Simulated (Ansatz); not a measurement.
System: CeO2 (fluorite type), 3 atoms in the cell.

```
Ce O
1.0
     0.00000    2.73000    2.73000
     2.73000    0.00000    2.73000
     2.73000    2.73000    0.00000
Ce O
1 2
Cartesian
  0.0000 0.0000 0.0000
  1.3650 1.3650 1.3650
  4.0950 4.0950 4.0950
```

Computed with HSE06, plane waves, all-electron PAW datasets generated for the crystal, point nucleus (Ansatz 0.2.0 development build).

Cutoff 400 eV; exchange singularity: regularized; k-mesh 6×6×6 Γ-centred; Fermi–Dirac smearing of 0.02 eV; no spin polarisation; no spin–orbit coupling.

**Question.** How large is the gap on this mesh, is it direct, and where do the band edges lie (fractions of the reciprocal vectors of this cell)?

**Answer.** 3.71 eV, indirect from (0.167, 0.333, -0.500) to (0.000, 0.000, -0.500); the smallest direct gap is 3.84 eV.

**Question.** List the levels near the gap at (0.000, 0.000, 0.000), (0.000, 0.000, -0.500), (0.000, 0.167, 0.333), (0.000, 0.167, -0.333), (0.000, 0.167, -0.167), (0.000, -0.500, -0.500), (0.167, 0.333, -0.500), in eV from the top of the valence band (v1 is the highest filled band, c1 the lowest empty one).

**Answer.** 
```
                      k     v4     v3     v2     v1    c1    c2
  (0.000, 0.000, 0.000)  -4.06  -0.44  -0.44  -0.44  4.17  4.20
 (0.000, 0.000, -0.500)  -1.31  -1.22  -0.73  -0.73  3.71  4.00
  (0.000, 0.167, 0.333)  -2.22  -2.07  -0.29  -0.27  4.00  4.07
 (0.000, 0.167, -0.333)  -1.84  -1.41  -1.13  -0.02  3.84  4.05
 (0.000, 0.167, -0.167)  -2.52  -1.34  -1.02  -0.06  4.03  4.14
(0.000, -0.500, -0.500)  -1.27  -0.73  -0.73  -0.45  3.86  3.92
 (0.167, 0.333, -0.500)  -2.35  -1.25  -0.77   0.00  3.89  4.05
```

A gap read on the mesh is an upper bound of this method's gap, since the mesh can miss a band edge. Spin–orbit coupling is left out; with heavy elements it can shift the gap and split levels by tenths of an eV.
